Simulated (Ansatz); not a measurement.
Ansatz input

```yaml
crystal:
  lattice:
    - [-3.2235332889, 3.2235087961, 1.2190822685]
    - [3.2235087961, -3.2235332889, 1.2190822685]
    - [1.8095324742, 1.8095324742, -1.2191271271]
  atoms:
    - { symbol: V, position: [7.4908e-06, 0.9999925092, 1.0] }
    - { symbol: V, position: [0.7499925092, 0.2500074908, 0.5] }
hamiltonian:
  xc: lda
  pseudopotentials:
    kind: paw
    azcp:
      V: "pseudopotentials/V.paw.azcp"
basis:
  ecutwfc: 420
  fft_grid_basis: typed
kpoints:
  mp_grid: { grid: [17, 17, 14], shift: [0, 0, 0] }
magnetization:
  spin_polarized: false
scf:
  occupations: { method: fermi_dirac, width: 0.1 }
  lower_state_search: "off"
output:
  stress: true
```

Output

```
Warning: the record states the generating functional pbe (its physics header spells it `PBE`), which answers neither for hamiltonian.xc's functional nor for the lda family's — results may be inconsistent (PPs are generated against a specific XC)
Engine: ansatz 0.2.0, aarch64-unknown-linux-gnu
Pseudopotentials: kind: paw
Pseudopotential: V, paw, valence charge 13, recommended cutoff 420 eV (normal) 
Functional definition: SPW92
  exchange = slater_x
  correlation = pw_c
Crystal: 2 atoms, lattice volume = 28.444 Å³
Basis set: ecut = 420 eV, 547 PW (Γ)
Bands: 17, of which v1, the nominal top of the filled ones, is band 13 counted from 1 (12 counted from 0)
Symmetry: 4 space group operations
Space group: C2/c (ITA 15), of the structure as read, at distance tolerance 3.1e-5 Å
k-points: 1080 of 4046
Non-local potential: V, projectors of the file, l = 0: 3, l = 1: 2, l = 2: 3, l = 3: 1
PAW form: soft (Blöchl's): semilocal exchange-correlation on the pseudo side does not see the compensation charge
PAW frozen core: V, regenerated for the run's functional, and the local potential with it (the file was generated under x = pbe(κ = 0.804, μ = 0.2195149727645171), c = pbe(β = 0.06672455060314922))
PAW one-centre angular grid: V, 590 points (default); XC on 64 Gauss nodes
Initial density: superposition of atomic densities (neutral atoms: chi_scale 0, normalization atom), corrected by the library's trained network
Initial wavefunctions: pseudopotential atomic-orbital guess
Functional: x = slater, c = lda
SCF iter   1: F=—  HF=-5720.541970 eV  |F-HF|=—  |Δ(HF+E_count)|=         —  Δρ=6.51e-3  dr2=4.72e-3  ethr=1.77e-3  ⟨swp⟩=3.8  Hψ=68042  notcnv=0
SCF iter   2: F=—  HF=-5720.541202 eV  |F-HF|=—  |Δ(HF+E_count)|=   7.68e-4  Δρ=3.37e-3  dr2=1.46e-3  ethr=1.81e-5  ⟨swp⟩=1.0  Hψ=27000  notcnv=0
SCF iter   3: F=—  HF=-5720.540993 eV  |F-HF|=—  |Δ(HF+E_count)|=   2.09e-4  Δρ=8.46e-4  dr2=1.18e-4  ethr=5.60e-6  ⟨swp⟩=2.1  Hψ=22608  notcnv=0
SCF iter   4: F=—  HF=-5720.540959 eV  |F-HF|=—  |Δ(HF+E_count)|=   3.33e-5  Δρ=1.40e-4  dr2=4.15e-6  ethr=4.52e-7  ⟨swp⟩=2.6  Hψ=33585  notcnv=0
SCF iter   5: F=—  HF=-5720.540958 eV  |F-HF|=—  |Δ(HF+E_count)|=   1.28e-6  Δρ=3.12e-5  dr2=1.70e-7  ethr=1.60e-8  ⟨swp⟩=2.3  Hψ=26837  notcnv=0
SCF iter   6: F=-5720.540958 eV  HF=-5720.540958 eV  |F-HF|=4.90e-9  |Δ(HF+E_count)|=   2.96e-8  Δρ=7.13e-6  dr2=9.85e-9  ethr=3.85e-10  ⟨swp⟩=3.2  Hψ=52047  notcnv=0
SCF 1 converged in 6 iterations: F = -5720.540958 eV  dr2 = 9.85e-9
SCF converged after 6 iterations
Free energy (F): -5720.540958 eV
Harris-Foulkes:  -5720.540958 eV  (|F-HF|=4.90e-9)
Internal energy: -5720.447011 eV  (E = F + TS)
E sigma→0 (E₀):  -5720.493984 eV
Entropy (-TS):   -0.093947 eV (-46.974 meV/atom)
Fermi energy:    15.334721 eV
--- Per-component energies (eV) ---
  E_band       = -318.470018
  E_kinetic    = 670.041123
  E_local      = -1891.391698  (includes V_loc(G=0)·N_el)
  E_nonlocal   = -81.300506
  E_hartree    = 854.698504
  E_xc         = -257.620850
  E_vxc        = -328.384421  (∫ρ·V_xc dr)
  E_paw        = -2122.957044  (= ΣΔE_a)
  E_vpaw       = -396.826705  (= ΣTr[D̂ρ^β])
  E_aug_tail   = 0.000495  (compensation charges beyond the density's cutoff)
  E_ewald      = -2892.609335
  E_core_change = 0.692300  (= ΣΔE_core)
  E_smearing   = -0.093947  (= −TS)
  E_closure    = 0.000000  (closes the sum)
  Σ components = -5720.540958   (vs F -5720.540958, Δ=0.00e0)
--- Stress (GPa, compression-positive) ---
      -18.538778      -0.489435       0.000585
       -0.489435     -18.538778       0.000585
        0.000585       0.000585     -18.513129
  P = ⅓ Tr σ = -18.5302 GPa (-185.302 kbar)
```

Launched by

```sh
ansatz run input.yaml --threads 2 --pin off --max-ram 5120MiB --backend cpu --events-out ev --progress --plain --runs-dir out
```

On 2 threads of Arm Neoverse V2 (shared host) this took about 11 s of wall time and 22 s of CPU time.
